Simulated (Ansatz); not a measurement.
Geometry optimisation in Ansatz: input, command and trajectory.

```yaml
crystal:
  lattice:
    - [7.808204814, 0.0, 0.0]
    - [-3.904102407, 6.7621037269, 0.0]
    - [0.0, 0.0, 3.8468513747]
  atoms:
    - { symbol: Sc, position: [0.2380509006, 0.0, 0.5] }
    - { symbol: Sc, position: [0.0, 0.2380509006, 0.5] }
    - { symbol: Sc, position: [0.7619490994, 0.7619490994, 0.5] }
    - { symbol: Sc, position: [0.6123625816, 0.0, 0.0] }
    - { symbol: Sc, position: [0.0, 0.6123625816, 0.0] }
    - { symbol: Sc, position: [0.3876374184, 0.3876374184, 0.0] }
    - { symbol: Te, position: [0.3333333333, 0.6666666667, 0.5] }
    - { symbol: Te, position: [0.6666666667, 0.3333333333, 0.5] }
    - { symbol: Ru, position: [0.0, 0.0, 0.0] }
basis:
  ecutwfc: 420
kpoints:
  mp_grid: { grid: [6, 6, 10] }
hamiltonian:
  xc: pbesol
scf:
  occupations: { method: gaussian, width: 0.1 }
output:
  forces: true
  stress: true
  eigenvalues: true
relax:
  adjacent_minimum: "off"
  f_tol: 0.01
  max_steps: 30
  cell: { stress_tol: 0.1, fix: [volume] }
```

```bash
ansatz run input.yaml --threads 2 --pin off --max-ram 5120MiB --backend cpu --events-out ev --progress --plain --runs-dir out
```

Method: DFT PBEsol, scalar-relativistic, plane waves, PAW (Ansatz 0.2.0).

The volume is held at 1.06 times that of the relaxed cell.

Of 5 frames 4 are shown, positions in Å and forces in eV/Å; the SCF threshold varies from step to step. Steps run on the plane waves of an earlier cell, with a Pulay correction in the pressure. The basis is chosen afresh for the last frame, the zero of the energies, and at times for earlier ones too; energy and pressure can step there, also at an unchanged geometry. Where two frames share a geometry here, they differ by under 2 meV/atom and 0.3 GPa.

```xyz
9
Lattice="7.8082 0.0000 0.0000 -3.9041 6.7621 0.0000 0.0000 0.0000 3.8469" Properties=species:S:1:pos:R:3:forces:R:3 pbc="T T T" step=1 free_energy_over_end_meV_per_atom=0.49 pressure_GPa=-4.26
Sc    1.8587    0.0000    1.9234   -0.1338    0.0000    0.0000
Sc   -0.9294    1.6097    1.9234    0.0669   -0.1159    0.0000
Sc    2.9747    5.1524    1.9234    0.0669    0.1159    0.0000
Sc    4.7815    0.0000    0.0000    0.0750    0.0000    0.0000
Sc   -2.3907    4.1409    0.0000   -0.0375    0.0649    0.0000
Sc    1.5134    2.6212    0.0000   -0.0375   -0.0649    0.0000
Te    0.0000    4.5081    1.9234    0.0000    0.0000    0.0000
Te    3.9041    2.2540    1.9234    0.0000    0.0000    0.0000
Ru    0.0000    0.0000    0.0000    0.0000    0.0000    0.0000
9
Lattice="7.7943 0.0000 0.0000 -3.8971 6.7501 0.0000 0.0000 0.0000 3.8606" Properties=species:S:1:pos:R:3:forces:R:3 pbc="T T T" step=2 free_energy_over_end_meV_per_atom=0.37 pressure_GPa=-3.83
Sc    1.8290    0.0000    1.9303    0.1523    0.0000    0.0000
Sc   -0.9145    1.5840    1.9303   -0.0762    0.1319    0.0000
Sc    2.9827    5.1661    1.9303   -0.0762   -0.1319    0.0000
Sc    4.7902    0.0000    0.0000   -0.0225    0.0000    0.0000
Sc   -2.3951    4.1485    0.0000    0.0112   -0.0194    0.0000
Sc    1.5020    2.6016    0.0000    0.0112    0.0194    0.0000
Te    0.0000    4.5000    1.9303    0.0000    0.0000    0.0000
Te    3.8971    2.2500    1.9303    0.0000    0.0000    0.0000
Ru    0.0000    0.0000    0.0000    0.0000    0.0000    0.0000
9
Lattice="7.8016 0.0000 0.0000 -3.9008 6.7563 0.0000 0.0000 0.0000 3.8534" Properties=species:S:1:pos:R:3:forces:R:3 pbc="T T T" step=3 free_energy_over_end_meV_per_atom=0.01 pressure_GPa=-4.03
Sc    1.8446    0.0000    1.9267    0.0069    0.0000    0.0000
Sc   -0.9223    1.5975    1.9267   -0.0034    0.0059    0.0000
Sc    2.9785    5.1589    1.9267   -0.0034   -0.0059    0.0000
Sc    4.7912    0.0000    0.0000    0.0073    0.0000    0.0000
Sc   -2.3956    4.1493    0.0000   -0.0037    0.0064    0.0000
Sc    1.5052    2.6070    0.0000   -0.0037   -0.0064    0.0000
Te    0.0000    4.5042    1.9267    0.0000    0.0000    0.0000
Te    3.9008    2.2521    1.9267    0.0000    0.0000    0.0000
Ru    0.0000    0.0000    0.0000    0.0000    0.0000    0.0000
9
Lattice="7.7998 0.0000 0.0000 -3.8999 6.7548 0.0000 0.0000 0.0000 3.8551" Properties=species:S:1:pos:R:3:forces:R:3 pbc="T T T" step=5 free_energy_over_end_meV_per_atom=0.00 pressure_GPa=-4.03
Sc    1.8446    0.0000    1.9276    0.0028    0.0000    0.0000
Sc   -0.9223    1.5975    1.9276   -0.0014    0.0025    0.0000
Sc    2.9776    5.1574    1.9276   -0.0014   -0.0025    0.0000
Sc    4.7911    0.0000    0.0000    0.0045    0.0000    0.0000
Sc   -2.3956    4.1493    0.0000   -0.0023    0.0039    0.0000
Sc    1.5043    2.6056    0.0000   -0.0023   -0.0039    0.0000
Te    0.0000    4.5032    1.9276    0.0000    0.0000    0.0000
Te    3.8999    2.2516    1.9276    0.0000    0.0000    0.0000
Ru    0.0000    0.0000    0.0000    0.0000    0.0000    0.0000
```

Time: 3 min on 2 threads of Arm Neoverse V1, with other jobs on the host, peak memory 0.78 GiB.